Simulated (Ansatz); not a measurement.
A 2-atom cell of ZnSe started from a crystallographic database, relaxed with r2SCAN, was run in Ansatz 0.2.0 under altered settings. All numbers are computed, without spin polarisation but where a row says otherwise.

```xyz
2
Lattice="0.0000 2.8324 2.8324 2.8324 0.0000 2.8324 2.8324 2.8324 0.0000" Properties=species:S:1:pos:R:3 pbc="T T T"
Zn    0.0000    0.0000    0.0000
Se    1.4162    1.4162    1.4162
```

The base run's other keys:
```yaml
kpoints:
  mp_grid: { grid: [6, 6, 6] }
hamiltonian:
  xc: pbe
scf:
  occupations: { method: fixed }
  n_extra_bands: 4
```

It takes 6 iterations with 893 plane waves at 420 eV and 16 k points, and leaves a mean stress of +2.22 GPa. The gap over this mesh is 1.293 eV. It ran on 4 threads of Arm Neoverse N1, with other jobs on the host.

Outcomes, with energy and stress as changes against the base:
```csv
setting,outcome,ΔF (meV/atom),Δ mean stress (GPa),gap on the mesh (eV),iterations,wall time
basis.ecutrho_ratio: 8,converged,0.0,0.00,1.293,6,0.9 s
scf.occupations: cold 0.2,converged,0.0,0.00,1.293,6,0.82 s
scf.occupations: methfessel_paxton 0.05,converged,0.0,0.00,1.293,6,0.83 s
scf.occupations: gaussian 0.5,converged,-0.1,+0.01,1.293,6,0.83 s
accuracy: high,converged,0.0,0.00,1.292,8,0.99 s
scf.convergence.dr2_threshold: 0.0001,"converged, warned",0.0,0.0,1.293,6,0.87 s
scf.occupations: tetrahedron,"converged, warned",0.0,–,1.293,6,0.81 s
scf.occupations: fermi_dirac 0.2,converged,-0.2,+0.02,1.293,6,0.83 s
scf.eigensolver.kind: dense,converged,0.0,0.00,1.293,6,30 s
"kpoints.mp_grid.grid: [2, 2, 2]",converged,+733,+5.78,1.166,7,0.42 s
basis.ecutwfc: 250,"converged, warned",+756,+1.17,1.343,7,0.6 s
scf.occupations: cold 0.5,converged,0.0,0.00,1.293,9,1.1 s
hamiltonian.dispersion: d4,converged,-318,-2.40,1.293,6,0.84 s
scf.convergence.dr2_threshold: 1.0,"converged, warned",0.0,0.0,1.293,6,0.9 s
```
A dash marks a value that wasn't obtained or can't be compared. Stress is positive in compression. The base took 1.1 s.

- scf.convergence.dr2_threshold: 0.0001. It converges in 6 iterations, as the base does. Even so loose a threshold leaves the results unchanged here, which can't be counted on. Warned: force scf threshold loose, stress scf threshold loose.
- scf.occupations: tetrahedron. Energy, stress and gap stay within 1 meV an atom, 0.1 GPa and 0.005 eV of the base. Warned: band table not solved further, tetrahedron derivatives may miss energy slope.
- kpoints.mp_grid.grid: [2, 2, 2]. The free energy moves by +733 meV an atom, the mean stress by +5.78 GPa and the gap on the mesh by -0.126 eV (to 1.166). The mesh is too coarse.
- basis.ecutwfc: 250. 411 plane waves in place of 893. The free energy moves by +756 meV an atom, the mean stress by +1.17 GPa and the gap on the mesh by +0.051 eV (to 1.343). The basis is too small: these are errors of the cutoff. Warned: cutoff below recommended.
- hamiltonian.dispersion: d4. The free energy moves by -318 meV an atom, the mean stress by -2.40 GPa and the gap on the mesh by 0.000 eV (to 1.293). A pairwise correction adds to energy, forces and stress and leaves the bands alone.
- scf.convergence.dr2_threshold: 1.0. It converges in 6 iterations, as the base does. Even so loose a threshold leaves the results unchanged here, which can't be counted on. Warned: force scf threshold loose, stress scf threshold loose.

Within 1 meV an atom, 0.1 GPa and 0.005 eV of the base stay: basis.ecutrho_ratio: 8; scf.occupations: cold 0.2; scf.occupations: methfessel_paxton 0.05; scf.occupations: gaussian 0.5; accuracy: high; scf.convergence.dr2_threshold: 0.0001; scf.occupations: tetrahedron; scf.occupations: fermi_dirac 0.2; scf.eigensolver.kind: dense; scf.occupations: cold 0.5; scf.convergence.dr2_threshold: 1.0.

Spin-orbit coupling is left out.
